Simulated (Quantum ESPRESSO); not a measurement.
Ir6SnTa in 6 site orders

All numbers below are calculated, not measured. They come from Quantum ESPRESSO 7.5, a public plane-wave density functional program. Each row is one single-point run on a made-up periodic cell of eight metal atoms, with elements, volume, strain and displacements drawn at random and not relaxed, so a cell may be unstable or far from any real phase. There is no spin polarisation or spin-orbit coupling.

Settings: PBE unless stated; PseudoDojo standard norm-conserving files; Fermi-Dirac width 0.25 eV, which means electrons at about 2900 K; cutoff 980 eV; 6 x 5 x 4 k mesh shifted half a step off Gamma. E is the free energy of the whole cell (internal energy minus TS), so a -TS column is already part of it. Stress is positive in tension, and the pressure P is minus a third of its trace.

Checks: one run of this series was repeated at a higher cutoff and on a denser mesh, which moved values by no more than 0.003 eV, 0.02 GPa and 0.006 eV/Å, and a second program with other atomic files agreed on it to 2 % rms in force and 0.5 GPa in pressure. Known limits: the tin pseudopotential is less sure than most, with forces differing by about three percent from a second method on plain tin; heavy elements are run without spin-orbit coupling, which real alloys of them have; a spin test at this wide smearing found no moment, but such smearing suppresses magnetism that the real alloy may have.

The lattice is face-centred cubic, and the cell vectors in Å are (-3.895, 0.014, -0.035); (0.049, -3.967, 3.917); (-0.004, 5.898, 1.906), a volume of 119.45 Å³. The runs move one Ta atom among sites that otherwise hold Ir, on the same eight displaced sites. E is counted from run 1, and the rms force is over all 24 components. Nothing is relaxed, so E mixes bonding between neighbours with strain on unrelaxed sites, and it is not an ordering energy.

```
run,elements on sites 1 to 8,E (eV),-TS (eV),rms force (eV/Å),largest force (eV/Å),P (GPa)
1,Ta Ir Ir Ir Ir Sn Ir Ir,0.000,-1.337,1.098,2.68,17.09
2,Ir Ta Ir Ir Ir Sn Ir Ir,0.304,-1.378,1.315,3.52,17.39
3,Ir Ir Ir Ta Ir Sn Ir Ir,0.143,-1.321,1.297,3.91,17.22
4,Ir Ir Ir Ir Ta Sn Ir Ir,-0.884,-1.157,1.054,2.74,15.77
5,Ir Ir Ir Ir Ir Sn Ta Ir,-0.739,-1.141,1.221,2.75,15.79
6,Ir Ir Ir Ir Ir Sn Ir Ta,0.030,-1.362,1.197,2.73,?
```

## Worked fit

A straight line through the runs shown gives P = 17.00 + 1.48 E GPa with E in eV, an error of 0.09 on the slope and a scatter of 0.10 GPa. At this fixed volume the orders of higher energy tend to have the higher pressure.

## Withheld value

Question: what pressure should run 6 give?

The fit gives 17.04 ± 0.11 GPa. The calculation gave 17.39 GPa. This run lies off the fit by more than twice that error, so something that the fit leaves out matters here.
